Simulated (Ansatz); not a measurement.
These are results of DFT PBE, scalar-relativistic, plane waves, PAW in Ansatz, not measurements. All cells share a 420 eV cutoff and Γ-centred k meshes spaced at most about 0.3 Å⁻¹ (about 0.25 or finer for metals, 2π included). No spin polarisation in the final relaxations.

Each of these unrelaxed guesses is relaxed in cell and atoms within its symmetry. A guess keeps its type if space group and coordination stay and the shape of the cell changes little (axis ratios within about 15 %, angles within 6°); the volume may change.

1. Ge2Sb2O

```
CELL_PARAMETERS angstrom
4.91056 0.00000 0.00000
-2.45528 4.25267 0.00000
0.00000 0.00000 5.35760
ATOMIC_POSITIONS crystal
Ge 0.33333 0.66667 0.00000
Ge 0.66667 0.33333 0.00000
Sb 0.33333 0.66667 0.50000
Sb 0.66667 0.33333 0.50000
O 0.00000 0.00000 0.00000
```

2. Ge2Sb2O

```
CELL_PARAMETERS angstrom
-2.22900 2.22900 5.17238
2.22900 -2.22900 5.17238
2.22900 2.22900 -5.17238
ATOMIC_POSITIONS crystal
Ge 0.75000 0.25000 0.50000
Ge 0.25000 0.75000 0.50000
Sb 0.61842 0.61842 0.00000
Sb 0.38158 0.38158 0.00000
O 0.00000 0.00000 0.00000
```

Problem. Which guesses survive the relaxation?

Solution. Guess 1 keeps its type.

```tsv
guess	kept	start group	end group	V start (Å³/atom)	V end	b/a and c/a, end over start	nearest neighbours start	nearest neighbours end
1	yes	P6/mmm	P6/mmm	22.4	23.3	1.00, 1.10	Ge 8, O 6, Sb 5	Ge 8, O 6, Sb 5
2	no	I4/mmm	I4/mmm	20.6	23.7	1.00, 0.53	Ge 4, O 16, Sb 5	Ge 4, O 2, Sb 1
```

Neighbours count within 15 % of an atom's shortest distance; end groups are read at 0.02 Å (0.05 Å in metals).

These runs have no spin–orbit coupling, which can matter for Sb. Cells relaxed within their symmetry can be saddle points.
